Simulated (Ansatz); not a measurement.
These are results of Ansatz, DFT LDA, scalar-relativistic, plane waves, PAW, not measurements. Cutoff 420 eV, Γ-centred k meshes of 729 to 864 points, fixed occupations in insulators, in metals Fermi–Dirac smearing of 0.15 eV (Gaussian, 0.2 eV, where magnetic), no spin polarisation. Each crystal stands at its own equilibrium volume, in the symmetry named.

Order these crystals by the static dielectric constant ε0 (a third of the trace), lowest first.
A. CaC2 (R-3m, 3 atoms in the cell, 15.8 Å³/atom, Ca next to 6 C)
B. AlN (P6_3mc, 4 atoms in the cell, 10.2 Å³/atom, Al next to 4 N)
C. C (P6_3/mmc, 4 atoms in the cell, 5.5 Å³/atom, C next to 4 C)

## Answers

C (5.7), B (8.5), A (9.3).